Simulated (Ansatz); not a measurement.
LiMgBN2:
```yaml
crystal:
  lattice:
    - [-1.88481, 1.88481, 4.42999]
    - [1.88481, -1.88481, 4.42999]
    - [1.88481, 1.88481, -4.42999]
  atoms:
    - { symbol: Li, position: [0.25000, 0.75000, 0.50000] }
    - { symbol: Mg, position: [0.75000, 0.25000, 0.50000] }
    - { symbol: B, position: [0.50000, 0.50000, 0.00000] }
    - { symbol: N, position: [0.65085, 0.65085, 0.00000] }
    - { symbol: N, position: [0.34915, 0.34915, 0.00000] }
```

Relaxed with r²SCAN. Special points in fractions of this cell's reciprocal vectors: Γ (0.000, 0.000, 0.000); X (0.000, 0.000, 0.500); P (0.250, 0.250, 0.250); N (0.000, 0.500, 0.000); M (0.500, 0.500, -0.500); S (0.295, 0.705, -0.295); S0 (-0.295, 0.295, 0.295); R (-0.091, 0.091, 0.500); G (0.500, 0.500, -0.091).

Q: List the band energies nearest the valence-band maximum at these points for r²SCAN (plane waves, PAW; program Ansatz).

A: In eV from the valence-band maximum; about four levels below and three above (degenerate sets whole), none deeper than 8.9 eV; points with the same levels are listed once.

```csv
k,below,above
Γ,-2.20 -2.20 -1.38 -1.38,2.97 6.64 8.69 8.69
X,-3.44 -3.10 -1.97 -0.48,5.39 6.30 7.38
P,-3.46 -3.41 -1.17 -1.13,5.58 6.90 6.92
N,-2.75 -2.45 -1.17 -0.63,5.85 6.33 7.93
M,-3.01 -3.01 0.00 0.00,3.90 7.16 7.36 7.36
S,-3.15 -2.59 -0.84 -0.43,5.15 7.20 7.72
R,-3.50 -3.00 -1.76 -0.45,5.69 6.36 7.00
```

Space group I-4m2. The first step of the workflow began from a Materials Project structure, measured or hypothetical; the Crystallography Open Database copy checked does not list it. With Li and Mg taken as one species the cell has the higher symmetry I4/mmm, so it may be an ordered model of a mixed-site phase. Whether it is the stable phase at ambient conditions was not checked. The cell was relaxed with r²SCAN under the symmetry of its start; its stability against distortions is not shown here.

Potentials: the later of the program's two PAW sets.
